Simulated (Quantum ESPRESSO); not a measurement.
Inputs of pw.x and gipaw.x (a modified build of Quantum ESPRESSO, PBE) for KI; the starting potential comes from an earlier run on another mesh:

```
&CONTROL
  calculation = 'scf'
  prefix = 'x'
  pseudo_dir = './pseudo'
  outdir = './out'
  tprnfor = .true.
/
&SYSTEM
  ibrav = 0
  nat = 2
  ntyp = 2
  ecutwfc = 40
  ecutrho = 160
  occupations = 'fixed'
  nbnd = 8
/
&ELECTRONS
  conv_thr = 1e-11
  startingpot = 'file'
/
ATOMIC_SPECIES
K 39.098 K.GGA_PBE-JTH.UPF
I 126.904 I.GGA_PBE-JTH.UPF
CELL_PARAMETERS angstrom
   -0.000000000000     3.524722825000     3.577859350000
    3.524722825000    -0.000000000000     3.577859350000
    3.524722825000     3.524722825000     0.000000000000
ATOMIC_POSITIONS crystal
K      0.000000000000     0.000000000000     0.000000000000
I      0.500000000000     0.500000000000     0.500000000000
K_POINTS automatic
5 5 5 1 1 1
```

```
&INPUTGIPAW
  job = 'nmr'
  prefix = 'x'
  tmp_dir = './out/'
  restart_mode = 'from_scratch'
  pawproj(1) = .true.
  pawproj(2) = .true.
  use_nmr_macroscopic_shape = .false.
/
```

The cell was made here from a computed Materials Project entry: strained by +1 % along the cube axis and by -0.5 % across it, atoms relaxed (PBE without dispersion, pw.x of Quantum ESPRESSO, symmetry kept). The parent is KI in Fm-3m. Stability against distortions was not tested.

Problem. What does gipaw.x print for the total shieldings?

Solution. 
```
     f-sum rule (should be   -16.3627):
           -16.3633         -0.0000          0.0000
            -0.0000        -16.3633          0.0000
             0.0000          0.0000        -16.3633

     Total NMR chemical shifts in ppm: ---------------------------------------
     (adopting the Simpson convention for anisotropy and asymmetry)-----------

     Atom  1  K   pos: (  0.000000  0.000000  0.000000)  Total sigma:        1142.52
          1145.3617          0.0000         -0.0000
             0.0000       1145.3617         -0.0000
            -0.0000          0.0000       1136.8399

     K       1    anisotropy:     -8.52    eta:    0.0000
     K       1    sigma_11=   1145.36
     K       1    sigma_22=   1145.36
     K       1    sigma_33=   1136.84

     Atom  2  I   pos: (  0.701797  0.701797  0.712377)  Total sigma:        4866.63
          4874.7774         -0.0000          0.0000
            -0.0000       4874.7774          0.0000
             0.0000         -0.0000       4850.3290

     I       2    anisotropy:    -24.45    eta:    0.0000
     I       2    sigma_11=   4874.78
     I       2    sigma_22=   4874.78
     I       2    sigma_33=   4850.33
```
The printed anisotropy is 3/2 (σ_33 − σ_iso) in the program's own order; the axes are left out here. Anisotropies that symmetry doesn't fix are less certain than the isotropic values. Shieldings are absolute and leave out the bulk-susceptibility term; a larger σ means a smaller chemical shift. By our sweeps, such settings leave a few ppm in absolute σ on light atoms and up to some 20 ppm from Zn on. Spin–orbit coupling is left out; its weight grows with the heaviest atom, I here. The datasets of I hold no d projectors, which limits absolute σ on these atoms. The structure is static (0 K, no zero-point motion).
